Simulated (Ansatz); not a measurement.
CuAu (L1₀ or tetragonal B2, P4/mmm) under volume change, plane-wave PAW LDA (Ansatz code), shape and atoms relaxed at each volume.

| V (Å³/atom) | E − E(relaxed) (meV/atom) | P (GPa) |
|---|---|---|
| 12.536 | 79.1 | 23.02 |
| 12.949 | 32.0 | 13.82 |
| 13.362 | 6.5 | 6.19 |
| 13.776 | 0.0 | 0.03 |
| 14.189 | ___ | ___ |
| 14.602 | 25.8 | -9.45 |
| 15.015 | ___ | ___ |

Task: Complete the blanks.

Result: 
- 15.015, E − E(relaxed) (meV/atom): 54.9
- 15.015, P (GPa): -13.00
- 14.189, E − E(relaxed) (meV/atom): 6.8
- 14.189, P (GPa): -5.14

Task: What does a third-order Birch–Murnaghan fit give for V₀, B₀ and B′?

Result: V₀ = 13.77 Å³/atom, B₀ = 189 GPa, B′ = 5.4.

The LDA relaxation kept the symmetry of its start; of distortions, only those at the zone centre were tested. No spin polarisation was allowed. Scalar-relativistic: spin–orbit coupling is off unless named, which matters more the heavier the elements.

Potentials: the later of the program's two PAW sets.
